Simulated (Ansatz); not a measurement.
SiSe₂ (anatase), relaxed with HSE06 (Ansatz, a program for electronic structure, plane waves, PAW): a = 5.1105 Å, b = 5.1105 Å, c = 10.4609 Å, α = 90.00°, β = 90.00°, γ = 90.00°.

| Property | Value |
|---|---|
| gap (eV) | 1.10 |

The same phase is relaxed and computed with PBE in the same code. What are the cell and these values now?

a = b = 5.180 Å, c = 10.504 Å, α = β = γ = 90.00°.

- gap (eV): 0.31

Constructed cells (a structure type filled with these elements, in neither database checked): SiSe2, anatase. All cells were relaxed under the symmetry of their starts (and spin orders); stability against distortions was not tested throughout. Spin–orbit coupling is left out wherever it is not named.

Potentials: the later of the program's two PAW sets.

Ansatz is a plane-wave DFT program.
